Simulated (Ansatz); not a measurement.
**O-17 NMR of the central transition in CsCaBO3**

Cell: a refined structure from the COD, taken as it stands.

```cif
data_CsCaBO3
_symmetry_space_group_name_H-M 'P2_13'
_symmetry_Int_Tables_number 198
_cell_length_a 7.5720
_cell_length_b 7.5720
_cell_length_c 7.5720
_cell_angle_alpha 90.000
_cell_angle_beta 90.000
_cell_angle_gamma 90.000
loop_
_atom_site_label
_atom_site_type_symbol
_atom_site_symmetry_multiplicity
_atom_site_Wyckoff_symbol
_atom_site_fract_x
_atom_site_fract_y
_atom_site_fract_z
Cs Cs 4 a 0.6399 0.3601 0.8601
Ca Ca 4 a 0.8568 0.8568 0.8568
B B 4 a 0.0960 0.5960 0.9040
O O 12 b 0.0869 0.7337 0.0242
```

One atom of each set is listed.

The numbers come from a DFT calculation in Ansatz (PBE, plane waves and PAW, scalar-relativistic, 420 eV cutoff, Γ-centred 3×3×3 k-points, Fermi–Dirac smearing 0.02 eV).

O-17 has I = 5/2 and Q = -25.58 mb (Pyykkö 2018); at 11.7 T its Larmor frequency is ν₀ = 67.6 MHz. Only the quadrupole interaction is simulated: positions count from each site's isotropic chemical shift, and J coupling is left out, as are shift anisotropy and dipolar coupling, which fast spinning averages.

Task: Give C_Q, η, the quadrupolar product P_Q = |C_Q|(1 + η²/3)^½, the second-order isotropic shift and the breadth of the pattern (fast magic-angle spinning) for each O site.

Result: 

| site | first shell | C_Q (MHz) | η | P_Q (MHz) | δ_QIS (ppm) | breadth (kHz) |
| --- | --- | --- | --- | --- | --- | --- |
| O | 1 B at 1.39 Å; also 2 Ca at 2.34–2.35 Å, 2 Cs at 3.15–3.22 Å | 3.31 | 0.66 | 3.53 | -16.4 | 2.56 |

δ_QIS = −(ν_Q²/30ν₀²)[I(I+1) − 3/4](1 + η²/3) × 10⁶ ppm with ν_Q = 3|C_Q|/[2I(2I−1)]; it falls as 1/B₀² in ppm, and the breadth as 1/B₀ in kHz.

The largest force is 0.4 eV/Å, so the atoms aren't at the calculated equilibrium and relaxing them would move these values.
